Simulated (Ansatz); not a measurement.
ScAl$_{3}$N$_{4}$ in space group P-6m2 (No. 187; Pearson symbol hP8), r²SCAN (plane waves, PAW; program Ansatz), all energies at zero smearing, with the estimated change up to a 700 eV cutoff added, with one set of potentials and settings (totals compare only within such a set). Cell of 8 atoms (3 Al, 4 N, 1 Sc): -5313.444 eV.

| element | reference phase | E (eV/atom) |
|---|---|---|
| Al | Fm-3m, 1 atoms in the cell | -540.4106 |
| N | Pa-3, 8 atoms in the cell | -384.8341 |
| Sc | P6_3/mmc, 2 atoms in the cell | -2140.5631 |

Formation energy per atom, worked out: (-5313.444 − 3×(-540.4106) − 4×(-384.8341) − 1×(-2140.5631))/8 = -1.539 eV/atom (-148 kJ per mol of atoms), at 0 K, without zero-point energy or fitted corrections.

The start of the workflow was typed in or built on a structure type; neither database checked (COD, Materials Project) lists it. Its standing as an ambient phase is unchecked. The r²SCAN relaxation kept the symmetry of its start; whether a distortion lowers the energy is not shown. The run is not spin-polarised. The references are the lowest solids computed at this level, not always the standard phases (solids in place of the gases).

Potentials: the earlier of the program's two PAW sets.
